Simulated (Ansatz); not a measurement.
ZrGe2:
```
ZrGe2
1.0
   -3.38671     3.38671     2.98177
    3.38671    -3.38671     2.98177
    3.38671     3.38671    -2.98177
Ge Zr
4 2
Cartesian
  1.69273   5.07943   0.00000
  1.69273   1.69398   2.98177
  1.69398   1.69273   0.00000
  1.69398  -1.69273   2.98177
  0.00000   0.00000   1.49088
  0.00000   0.00000   4.47265
```

Relaxed with PBE. Special points in fractions of this cell's reciprocal vectors: Γ (0.000, 0.000, 0.000); X (0.000, 0.000, 0.500); M (-0.500, 0.500, 0.500); Z (0.444, 0.444, -0.444); Z0 (-0.444, 0.556, 0.444); P (0.250, 0.250, 0.250); N (0.000, 0.500, 0.000).

Task: List the band energies nearest the Fermi level at these points for PBE in the plane-wave PAW code Ansatz.

Result: In eV from the Fermi level; about four levels below and three above (degenerate sets whole), none deeper than 8.9 eV; points with the same levels are listed once.

```json
[
 {"k": "Γ", "below": "-2.40 -2.40 -1.60 -1.53 -1.14", "above": "0.38 0.38 1.32"},
 {"k": "X", "below": "-2.08 -1.07 -0.79 -0.55", "above": "0.97 1.26 1.27"},
 {"k": "M", "below": "-3.42 -3.42 -3.36 -1.40 -0.25", "above": "1.78 2.24 2.24"},
 {"k": "Z", "below": "-3.38 -3.38 -2.90 -1.35 -0.17", "above": "1.72 2.01 2.01"},
 {"k": "P", "below": "-0.64 -0.64 -0.12 -0.12", "above": "0.18 0.18 1.79 1.79"},
 {"k": "N", "below": "-1.63 -1.63 -0.94 -0.94", "above": "1.27 1.27 2.26 2.26"}
]
```

Space group P4/mmm. The cell is a constructed one: a structure type filled with these elements; neither database checked (COD, Materials Project) lists it. COD files the formula under space group No. 63, so this cell is another polymorph or a model. Whether it is the stable phase at ambient conditions was not checked. The PBE relaxation kept the symmetry of its start; its stability against distortions is not shown here. No spin polarisation was allowed. Point labels and valley counts follow the cell and symmetry of the run, lower than the named group. Spin–orbit coupling is left out wherever it is not named.

Potentials: the later of the program's two PAW sets.
